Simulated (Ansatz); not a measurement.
One crystal and one scan (energy over volume and axial ratio) at two levels, PBE (plane waves to 420 eV, PAW, scalar-relativistic; Ansatz, a first-principles code) and r2SCAN (plane waves to 500 eV, PAW, scalar-relativistic; Ansatz), each from its own relaxed cell and on its own mesh. The cell shown is that of PBE.

SiC (zinc blende)

```yaml
crystal:
  lattice:
    - [0.00000, 2.18988, 2.18988]
    - [2.18988, 0.00000, 2.18988]
    - [2.18988, 2.18988, 0.00000]
  atoms:
    - { symbol: C, position: [0.75000, 0.75000, 0.75000] }
    - { symbol: Si, position: [0.00000, 0.00000, 0.00000] }
```

Two coordinates are scanned: the volume, and the ratio of the stretch along z (the conventional c axis) to the stretch across it. Atoms keep their fractional coordinates.

The energy includes the smearing's −TS. SiC was relaxed with its symmetry unable to fall. Percentages come from the unrounded values.

```
quantity                                                       PBE  r2SCAN     PBE − r2SCAN
-----------------------------------------------------------  -----  ------  ---------------
Lattice constant a (Å)                                       4.380   4.356  +0.024 (+0.5 %)
Shear modulus C′ = (C11 − C12)/2 (fit, atoms clamped) (GPa)    128     140       -12 (-8 %)
```

PBE gives the higher value for: lattice constant a. PBE gives the lower value for: shear modulus C′.

(Under strain, the slope of the energy per volume gives the stress and its curvature an elastic modulus.)
